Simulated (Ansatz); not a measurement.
An Ansatz (a quantum-chemistry and plane-wave program) run. Input:

Ansatz 0.2 input:
```yaml
crystal:
  lattice:
    - [0.0, 3.093176168, 3.093176168]
    - [3.093176168, 0.0, 3.093176168]
    - [3.093176168, 3.093176168, 0.0]
  atoms:
    - { symbol: Zr, position: [0.0, 0.0, 0.0] }
    - { symbol: Zr, position: [0.25, 0.25, 0.25] }
kpoints:
  mp_grid: { grid: [24, 24, 24] }
hamiltonian:
  xc: r2scan
  pseudopotentials: { azcp: { folder: ./paw }, kind: paw }
scf:
  occupations: { method: fermi_dirac, width: 0.1 }
elastic: { mode: relaxed_ion, stencil: two_point, amplitude: 0.005, f_tol: 0.0005 }
```

Output (shortened):

```
Pseudopotential: Zr, paw, valence charge 12
Functional definition: r2SCAN
Crystal: 2 atoms, lattice volume = 59.189 Å³
Basis set: ecut = 500 eV, 1459 PW (Γ), exchange–correlation on 128×128×128 points (64 copies of the dense FFT grid, shifted against one another)
Bands: 16, of which v1, the nominal top of the filled ones, is band 12 counted from 1 (11 counted from 0)
Symmetry: 48 space group operations
Space group: Fd-3m (ITA 227), of the structure as read, at distance tolerance 3.9e-5 Å
k-points: 413 of 13824
SCF 1 converged in 12 iterations: F = -8385.014412 eV  dr2 = 7.51e-15
Crystal: 2 atoms, lattice volume = 59.189 Å³
SCF 2 converged in 2 iterations: F = -8385.014412 eV  dr2 = 3.65e-15
Crystal: 2 atoms, lattice volume = 58.893 Å³
Symmetry: 16 space group operations
k-points: 1063 of 13824
SCF 3 converged in 10 iterations: F = -8385.014643 eV  dr2 = 1.00e-14
Crystal: 2 atoms, lattice volume = 59.485 Å³
SCF 4 converged in 10 iterations: F = -8385.014839 eV  dr2 = 1.40e-15
Crystal: 2 atoms, lattice volume = 59.189 Å³
Symmetry: 8 space group operations
k-points: 1963 of 13824
SCF 5 converged in 12 iterations: F = -8385.014449 eV  dr2 = 9.51e-14
relax step   1: F+E_penalty+E_count = -8385.01444859 eV  Δ(F+E_penalty+E_count) = +0.000e0 eV  max|allowed force component| = 4.263e-2 eV/Å  Δτ_max = 0.0000 Å  (12 SCF iters, accepted)
Crystal: 2 atoms, lattice volume = 59.189 Å³
SCF 6 converged in 11 iterations: F = -8385.015135 eV  dr2 = 6.33e-14
relax step   2: F+E_penalty+E_count = -8385.01513544 eV  Δ(F+E_penalty+E_count) = -6.868e-4 eV  max|allowed force component| = 8.478e-2 eV/Å  Δτ_max = 0.0054 Å  (11 SCF iters, accepted)
Crystal: 2 atoms, lattice volume = 59.189 Å³
SCF 7 converged in 12 iterations: F = -8385.017877 eV  dr2 = 1.03e-14
relax step   3: F+E_penalty+E_count = -8385.01787731 eV  Δ(F+E_penalty+E_count) = -2.742e-3 eV  max|allowed force component| = 1.675e-1 eV/Å  Δτ_max = 0.0108 Å  (12 SCF iters, accepted)
Crystal: 2 atoms, lattice volume = 59.189 Å³
SCF 8 converged in 12 iterations: F = -8385.028580 eV  dr2 = 2.69e-14
relax step   4: F+E_penalty+E_count = -8385.02858008 eV  Δ(F+E_penalty+E_count) = -1.070e-2 eV  max|allowed force component| = 3.141e-1 eV/Å  Δτ_max = 0.0220 Å  (12 SCF iters, accepted)
Crystal: 2 atoms, lattice volume = 59.189 Å³
SCF 9 converged in 13 iterations: F = -8385.067708 eV  dr2 = 1.50e-14
relax step   5: F+E_penalty+E_count = -8385.06770809 eV  Δ(F+E_penalty+E_count) = -3.913e-2 eV  max|allowed force component| = 4.839e-1 eV/Å  Δτ_max = 0.0470 Å  (13 SCF iters, accepted)
Crystal: 2 atoms, lattice volume = 59.189 Å³
SCF 10 converged in 14 iterations: F = -8385.162473 eV  dr2 = 1.64e-14
relax step   6: F+E_penalty+E_count = -8385.16247275 eV  Δ(F+E_penalty+E_count) = -9.476e-2 eV  max|allowed force component| = 1.911e-2 eV/Å  Δτ_max = 0.1340 Å  (14 SCF iters, accepted)
Crystal: 2 atoms, lattice volume = 59.189 Å³
SCF 11 converged in 11 iterations: F = -8385.162496 eV  dr2 = 1.70e-14
relax step   7: F+E_penalty+E_count = -8385.16249628 eV  Δ(F+E_penalty+E_count) = -2.353e-5 eV  max|allowed force component| = 1.445e-2 eV/Å  Δτ_max = 0.0055 Å  (11 SCF iters, accepted)
Crystal: 2 atoms, lattice volume = 59.189 Å³
SCF 12 converged in 10 iterations: F = -8385.162530 eV  dr2 = 5.12e-14
relax step   8: F+E_penalty+E_count = -8385.16252977 eV  Δ(F+E_penalty+E_count) = -3.349e-5 eV  max|allowed force component| = 3.212e-3 eV/Å  Δτ_max = 0.0029 Å  (10 SCF iters, accepted)
Crystal: 2 atoms, lattice volume = 59.189 Å³
SCF 13 converged in 9 iterations: F = -8385.162531 eV  dr2 = 6.25e-14
relax step   9: F+E_penalty+E_count = -8385.16253146 eV  Δ(F+E_penalty+E_count) = -1.693e-6 eV  max|allowed force component| = 5.276e-5 eV/Å  Δτ_max = 0.0005 Å  (9 SCF iters, accepted)
Crystal: 2 atoms, lattice volume = 59.189 Å³
SCF 14 converged in 2 iterations: F = -8385.162531 eV  dr2 = 2.62e-14
Crystal: 2 atoms, lattice volume = 59.189 Å³
SCF 15 converged in 12 iterations: F = -8385.014449 eV  dr2 = 9.14e-14
relax step   1: F+E_penalty+E_count = -8385.01444859 eV  Δ(F+E_penalty+E_count) = +0.000e0 eV  max|allowed force component| = 4.263e-2 eV/Å  Δτ_max = 0.0000 Å  (12 SCF iters, accepted)
Crystal: 2 atoms, lattice volume = 59.189 Å³
SCF 16 converged in 11 iterations: F = -8385.015135 eV  dr2 = 6.47e-14
relax step   2: F+E_penalty+E_count = -8385.01513544 eV  Δ(F+E_penalty+E_count) = -6.868e-4 eV  max|allowed force component| = 8.478e-2 eV/Å  Δτ_max = 0.0054 Å  (11 SCF iters, accepted)
Crystal: 2 atoms, lattice volume = 59.189 Å³
SCF 17 converged in 12 iterations: F = -8385.017877 eV  dr2 = 1.05e-14
relax step   3: F+E_penalty+E_count = -8385.01787730 eV  Δ(F+E_penalty+E_count) = -2.742e-3 eV  max|allowed force component| = 1.675e-1 eV/Å  Δτ_max = 0.0108 Å  (12 SCF iters, accepted)
Crystal: 2 atoms, lattice volume = 59.189 Å³
SCF 18 converged in 12 iterations: F = -8385.028580 eV  dr2 = 2.68e-14
relax step   4: F+E_penalty+E_count = -8385.02858006 eV  Δ(F+E_penalty+E_count) = -1.070e-2 eV  max|allowed force component| = 3.141e-1 eV/Å  Δτ_max = 0.0220 Å  (12 SCF iters, accepted)
Crystal: 2 atoms, lattice volume = 59.189 Å³
SCF 19 converged in 13 iterations: F = -8385.067708 eV  dr2 = 1.37e-14
relax step   5: F+E_penalty+E_count = -8385.06770804 eV  Δ(F+E_penalty+E_count) = -3.913e-2 eV  max|allowed force component| = 4.839e-1 eV/Å  Δτ_max = 0.0470 Å  (13 SCF iters, accepted)
Crystal: 2 atoms, lattice volume = 59.189 Å³
SCF 20 converged in 14 iterations: F = -8385.162473 eV  dr2 = 1.66e-14
relax step   6: F+E_penalty+E_count = -8385.16247274 eV  Δ(F+E_penalty+E_count) = -9.476e-2 eV  max|allowed force component| = 1.911e-2 eV/Å  Δτ_max = 0.1340 Å  (14 SCF iters, accepted)
Crystal: 2 atoms, lattice volume = 59.189 Å³
SCF 21 converged in 11 iterations: F = -8385.162496 eV  dr2 = 1.70e-14
relax step   7: F+E_penalty+E_count = -8385.16249627 eV  Δ(F+E_penalty+E_count) = -2.353e-5 eV  max|allowed force component| = 1.445e-2 eV/Å  Δτ_max = 0.0055 Å  (11 SCF iters, accepted)
Crystal: 2 atoms, lattice volume = 59.189 Å³
SCF 22 converged in 10 iterations: F = -8385.162530 eV  dr2 = 5.09e-14
relax step   8: F+E_penalty+E_count = -8385.16252977 eV  Δ(F+E_penalty+E_count) = -3.349e-5 eV  max|allowed force component| = 3.212e-3 eV/Å  Δτ_max = 0.0029 Å  (10 SCF iters, accepted)
Crystal: 2 atoms, lattice volume = 59.189 Å³
SCF 23 converged in 9 iterations: F = -8385.162531 eV  dr2 = 6.28e-14
relax step   9: F+E_penalty+E_count = -8385.16253146 eV  Δ(F+E_penalty+E_count) = -1.693e-6 eV  max|allowed force component| = 5.276e-5 eV/Å  Δτ_max = 0.0005 Å  (9 SCF iters, accepted)
Crystal: 2 atoms, lattice volume = 59.189 Å³
SCF 24 converged in 2 iterations: F = -8385.162531 eV  dr2 = 2.61e-14
WARN: C44 and the rest of its column (C14 to C64, from strain 23), every constant that the crystal's symmetry builds from them, which can be the whole tensor …
SCF converged after 2 iterations
Free energy (F): -8385.014412 eV
Harris-Foulkes:  -8385.014412 eV  (|F-HF|=1.82e-12)
Internal energy: -8384.870650 eV  (E = F + TS)
E sigma→0 (E₀):  -8384.942531 eV
Entropy (-TS):   -0.143763 eV (-71.881 meV/atom)
Fermi energy:    9.998286 eV
--- Per-component energies (eV) ---
  E_band       = -305.734283
  E_kinetic    = 633.509388
  E_local      = -1696.870577  (includes V_loc(G=0)·N_el)
  E_nonlocal   = 158.035455
  E_hartree    = 584.977929
  E_xc         = -293.963595
  E_vxc        = -400.423826  (∫ρ·V_xc dr)
  E_paw        = -5964.676358  (= ΣΔE_a)
  E_vpaw       = -194.662240  (= ΣTr[D̂ρ^β])
  E_aug_tail   = -0.000020  (compensation charges beyond the density's cutoff)
  E_vtau       = 24.721680  (kinetic-family band-sum trace: ∫τ·v_τ [+ j·A + Jᵃ·Aᵃ] dr)
  E_ewald      = -1805.553388
  E_core_change = -0.329484  (= ΣΔE_core)
  E_smearing   = -0.143763  (= −TS)
  E_closure    =  0.000000  (closes the sum)
  Σ components = -8385.014412   (vs F -8385.014412, Δ=0.00e0)
--- Forces (eV/Å), atoms counted from 1 ---
  atom   1  Zr     0.00000000     0.00000000     0.00000000
  atom   2  Zr     0.00000000     0.00000000     0.00000000
  max |Σ_I F_I| component: 1.11e-16 eV/Å
--- Stress (GPa, compression-positive) ---
        0.055563       0.000000       0.000000
        0.000000       0.055563       0.000000
        0.000000       0.000000       0.055563
  P = ⅓ Tr σ = 0.0556 GPa (0.556 kbar)
--- Band table (eV; the first three rows and the last of 413) ---
  k-point 0: bands = ["-40.7076", "-40.0123", "-18.3922", "-18.3922", "-18.3922", "-17.2642", "-17.2642", "-17.2642", "5.5930", "8.9370", "8.9370", "9.9948", "9.9948", "9.9948", "12.2600", "12.2600"]
  k-point 1: bands = ["-40.7054", "-40.0146", "-18.3949", "-18.3949", "-18.3924", "-17.2642", "-17.2613", "-17.2613", "5.6223", "8.9197", "8.9197", "9.9923", "10.0278", "10.0278", "12.2046", "12.2521"]
  k-point 2: bands = ["-40.6990", "-40.0215", "-18.4027", "-18.4027", "-18.3928", "-17.2640", "-17.2527", "-17.2527", "5.7094", "8.8767", "8.8767", "9.9860", "10.1146", "10.1146", "12.0453", "12.2320"]
  k-point 412: bands = ["-40.3667", "-40.3667", "-18.6800", "-18.6800", "-17.8268", "-17.8268", "-16.9575", "-16.9575", "7.8766", "7.8766", "10.0357", "10.0357", "10.8627", "10.8627", "11.1769", "11.1769"]
--- Elastic constants: 2 strain directions × 2 members + reference (group order 48) ---
  dense FFT box of the reference and of every strained cell: 32×32×32
  strains applied: 11, 23; error gains: componentwise 1.00 (the most a stress slope's error grows in a printed constant), spectral 1.73 (1 for all six strains …
  C = ∂σ_k/∂η_j (tension-positive GPa; Voigt order 11 22 33 23 13 12):
       -71.306     89.456     89.456      0.000      0.000      0.000
        89.456    -71.306     89.456      0.000      0.000      0.000
        89.456     89.456    -71.306      0.000      0.000      0.000
         0.000      0.000      0.000  -1938.025      0.000      0.000
         0.000      0.000      0.000      0.000  -1938.025      0.000
         0.000      0.000      0.000      0.000      0.000  -1938.025
  reference stress σ⁰ (GPa):     -0.056     -0.056     -0.056      0.000      0.000      0.000
  moduli (Voigt/Reuss/Hill, GPa): K = 35.87/35.87/35.87   G = -1194.97/-189.18/-692.08   E = 382.25   ν = -1.276
  mechanically stable: NO (min eigenvalue of sym C = -1938.02 GPa)
  harmonic check of the ions' relaxations: strain 23: 1 of 1 pair far from harmonic (see the warning)
  the stresses are not corrected for the forces that the relaxations left standing (`elastic.f_tol`)
  strain η (Voigt 11):  stress-route row diagonal C_11 = -71.31 GPa, energy-path curvature d²(F+E_count+ΔE)/dδ²/Ω₀ = -71.34 GPa
         δ    σ_11 (GPa)             F (eV)   n_scf  n_hpsi   n_pw
    -5.000e-3       0.3084       -8385.0146430      10  452640   1524   relax 0 steps, max|allowed force component| 2.22e-16 eV/Å
     5.000e-3      -0.4047       -8385.0148388      10  422569   1538   relax 0 steps, max|allowed force component| 2.22e-16 eV/Å
  strain η (Voigt 23):  stress-route row diagonal C_44 = -1938.02 GPa, energy-path curvature d²(F+E_count+ΔE)/dδ²/Ω₀ = -32075.01 GPa
         δ    σ_23 (GPa)             F (eV)   n_scf  n_hpsi   n_pw
    -5.000e-3       9.6901       -8385.1625315       2  323597   1524   relax 9 steps, max|allowed force component| 5.28e-5 eV/Å
     5.000e-3      -9.6901       -8385.1625315       2  323804   1524   relax 9 steps, max|allowed force component| 5.28e-5 eV/Å
```

Cost: about 60 core-minutes (a rough figure) on shared cores.

The start of the workflow was typed in or built on a structure type; neither database checked (COD, Materials Project) lists it. It is not the phase usual at ambient conditions (space group No. 194). The cell was relaxed with r²SCAN under the symmetry of its start; whether a distortion lowers the energy is not shown. No spin polarisation was allowed. The volume moved by -20 % from the start of the relaxation. Spin–orbit coupling is left out wherever it is not named.

Potentials: the earlier of the program's two PAW sets.

Ansatz is a plane-wave DFT program.
